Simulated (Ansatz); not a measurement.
An Ansatz input (plane waves, PAW) for WC-type YbBi that has something wrong with it:

```yaml
crystal:
  lattice:
    - [4.076340972624, 0.0, 0.0]
    - [-2.038170486312, 3.530214836779, 0.0]
    - [0.0, 0.0, 4.6625063472]
  atoms:
    - { symbol: Yb, position: [-2.775557561563e-17, 0.0, 0.0], spin: 1.0 }
    - { symbol: Bi, position: [0.6666666666667, 0.3333333333333, 0.5] }
basis:
  ecutwfc: 420
  ecutrho_ratio: 4
kpoints:
  mp_grid: { grid: [8, 8, 8] }
hamiltonian:
  xc: pbe
  hubbard: { sites: [{ species: Yb, l: f, u_eff: 6.0 }] }
scf:
  max_iter: 75
output:
  forces: true
  stress: true
magnetization:
  spin_polarized: true
```

Launched as:
```sh
ansatz run input.yaml --threads 2 --pin off --max-ram 2662MiB --backend cpu --events-out ev --progress --plain --runs-dir out
```

Q: What is wrong with it?

A: No occupation method. Against the sound input: scf.occupations: {"method": "gaussian", "width": 0.05} → null (the cap on iterations is only a precaution).

What the program printed:

```
Error: YAML parse error: `scf.occupations.method` is required: fixed only where the cell keeps a band gap throughout the run, explicit beside scf.occupations.values (under evaluate: without them), else a smearing such as fermi_dirac (scf.occupations.width is optional; its entry in the input reference gives the default)
```

The input was refused before any iteration. It ran for 0.02 s on 2 threads of Arm Neoverse V2 (shared host), peak memory 0.023 GiB. The run before the change (PBE+U (U_eff = 6 eV on Yb 4f), 420 eV, 8×8×8 mesh) gave:

| run | P (GPa) | gap on the mesh (eV) | cell moment (μB) | largest force component (eV/Å) |
| --- | --- | --- | --- | --- |
| sound | 0.0 | metal | 0.00 | 0.000 |

The two runs also differ in their start: the sound one had the moments 0.05, 0.00 μB typed, and went on from the state of an earlier run.

The start was a prototype's sites filled with these elements, not a measured cell.

Of that run: The run wasn't fully tested for a lower electronic state. The run holds 1.0 f electrons more on Yb than the trivalent ion has, so it is divalent here. In such compounds it is trivalent as a rule, so this state is likely an artefact, and the extra f charge swells the ion.
